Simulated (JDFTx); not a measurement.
An input for JDFTx (a modified build) (Nb(100), CANDLE, water, 1 M NaCl; bohr, hartree) and the course of its log:

```
lattice \
  6.2694120828 0.0000000000 0.0000000000 \
  0.0000000000 6.2694120828 0.0000000000 \
  0.0000000000 0.0000000000 45.9203448284
coords-type Lattice
ion Nb 0.5000000000 0.5000000000 -0.1636385936 0
ion Nb 0.0000000000 0.0000000000 -0.1023959880 0
ion Nb 0.5000000000 0.5000000000 -0.0341319960 0
ion Nb 0.0000000000 0.0000000000 0.0341319960 0
ion Nb 0.5000000000 0.5000000000 0.1023959880 0
ion Nb 0.0000000000 0.0000000000 0.1636385936 0
ion-species pseudo/nb_pbe_v1.upf
elec-cutoff 20 100
elec-ex-corr gga-PBE
coulomb-interaction Slab 001
coulomb-truncation-embed 0 0 0
kpoint-folding 6 6 1
elec-smearing Fermi 0.01
elec-n-bands 52
target-mu -0.098856
electronic-scf nIterations 100 energyDiffThreshold 1e-07
fluid LinearPCM
pcm-variant CANDLE
fluid-solvent H2O
fluid-cation Na+ 1
fluid-anion Cl- 1
fluid-minimize nIterations 400 knormThreshold 1e-12
wavefunction read f0.wfns
elec-initial-eigenvals f0.eigenvals
elec-initial-fillings read f0.fillings
fluid-initial-state f0.fluidState
dump-name f0_u0.$VAR
dump End State Ecomponents EigStats BandEigs Forces ElecDensity IonicPositions Fillings Kpoints Dtot FluidDebug BoundCharge FluidDensity
```

```
[one cycle in 5 is shown, and the last three; fluid-solver lines are left out]
	FillingsUpdate:  mu: -0.098856000  nElectrons: 81.761998
SCF: Cycle:  0   G: -332.981737120729917   dG: +2.740e+00   |Residual|: 1.709e-01   |deigs|: 1.141e-07
	FillingsUpdate:  mu: -0.098856000  nElectrons: 78.949217
SCF: Cycle:  5   G: -335.603693233775175   dG: -1.168e-02   |Residual|: 3.706e-02   |deigs|: 9.800e-04
	FillingsUpdate:  mu: -0.098856000  nElectrons: 81.187942
SCF: Cycle: 10   G: -333.673551116870271   dG: -1.450e+00   |Residual|: 1.412e-01   |deigs|: 5.020e-03
	FillingsUpdate:  mu: -0.098856000  nElectrons: 77.644025
SCF: Cycle: 15   G: -335.673429724827258   dG: -5.177e-01   |Residual|: 1.499e-02   |deigs|: 9.966e-03
	FillingsUpdate:  mu: -0.098856000  nElectrons: 82.429519
SCF: Cycle: 20   G: -331.692855837013212   dG: +3.376e+00   |Residual|: 2.053e-01   |deigs|: 1.322e-02
	FillingsUpdate:  mu: -0.098856000  nElectrons: 82.120167
SCF: Cycle: 25   G: -332.239113139057679   dG: -8.904e-01   |Residual|: 1.933e-01   |deigs|: 2.809e-03
	FillingsUpdate:  mu: -0.098856000  nElectrons: 74.561583
SCF: Cycle: 30   G: -331.263103505630568   dG: +7.420e-01   |Residual|: 1.458e-01   |deigs|: 3.729e-02
	FillingsUpdate:  mu: -0.098856000  nElectrons: 70.001428
SCF: Cycle: 35   G: -314.900447382328593   dG: -9.633e+00   |Residual|: 3.301e-01   |deigs|: 7.311e-03
	FillingsUpdate:  mu: -0.098856000  nElectrons: 79.580272
SCF: Cycle: 40   G: -335.338274039899602   dG: -1.085e+00   |Residual|: 6.007e-02   |deigs|: 1.588e-02
	FillingsUpdate:  mu: -0.098856000  nElectrons: 73.227932
SCF: Cycle: 45   G: -328.928837775782483   dG: +6.620e+00   |Residual|: 1.947e-01   |deigs|: 2.620e-02
	FillingsUpdate:  mu: -0.098856000  nElectrons: 65.808651
SCF: Cycle: 50   G: -287.021749665391326   dG: +4.225e+01   |Residual|: 5.044e-01   |deigs|: 3.262e-02
	FillingsUpdate:  mu: -0.098856000  nElectrons: 78.096729
SCF: Cycle: 55   G: -335.715262596504601   dG: -1.628e-01   |Residual|: 2.148e-02   |deigs|: 4.280e-03
	FillingsUpdate:  mu: -0.098856000  nElectrons: 76.958157
SCF: Cycle: 60   G: -335.536914455108104   dG: -6.630e-01   |Residual|: 4.451e-02   |deigs|: 4.060e-03
	FillingsUpdate:  mu: -0.098856000  nElectrons: 77.112479
SCF: Cycle: 65   G: -335.462579940335104   dG: +9.589e-02   |Residual|: 3.586e-02   |deigs|: 9.900e-04
	FillingsUpdate:  mu: -0.098856000  nElectrons: 82.125934
SCF: Cycle: 70   G: -332.578252858378903   dG: +2.209e+00   |Residual|: 1.592e-01   |deigs|: 8.683e-03
	FillingsUpdate:  mu: -0.098856000  nElectrons: 73.742060
SCF: Cycle: 75   G: -330.342007341510680   dG: +4.368e+00   |Residual|: 1.763e-01   |deigs|: 1.289e-02
	FillingsUpdate:  mu: -0.098856000  nElectrons: 82.111266
SCF: Cycle: 80   G: -332.703352330018106   dG: +6.804e-02   |Residual|: 1.610e-01   |deigs|: 2.620e-04
	FillingsUpdate:  mu: -0.098856000  nElectrons: 81.793828
SCF: Cycle: 85   G: -333.172625874224934   dG: -7.679e-01   |Residual|: 1.453e-01   |deigs|: 2.437e-03
	FillingsUpdate:  mu: -0.098856000  nElectrons: 79.286471
SCF: Cycle: 90   G: -335.638260347919243   dG: -6.408e-02   |Residual|: 2.957e-02   |deigs|: 1.142e-03
	FillingsUpdate:  mu: -0.098856000  nElectrons: 79.165164
SCF: Cycle: 95   G: -335.666577040894708   dG: +4.578e-02   |Residual|: 2.099e-02   |deigs|: 3.842e-03
	FillingsUpdate:  mu: -0.098856000  nElectrons: 79.054817
SCF: Cycle: 97   G: -335.694059863007567   dG: +2.048e-02   |Residual|: 1.665e-02   |deigs|: 6.628e-04
	FillingsUpdate:  mu: -0.098856000  nElectrons: 78.650352
SCF: Cycle: 98   G: -335.731966267192945   dG: -3.791e-02   |Residual|: 8.502e-04   |deigs|: 1.982e-03
	FillingsUpdate:  mu: -0.098856000  nElectrons: 78.749811
SCF: Cycle: 99   G: -335.730362113984143   dG: +1.604e-03   |Residual|: 3.643e-03   |deigs|: 4.984e-04
SCF: None of the convergence criteria satisfied after 100 iterations.
IonicMinimize: Iter:   0  G: -335.730362113984143  |grad|_K:  0.000e+00
IonicMinimize: Converged (|grad|_K<1.000000e-04).
```

This run gave no converged result. The electronic loop ended without meeting its threshold, so the last energy, electron count and forces aren't results.
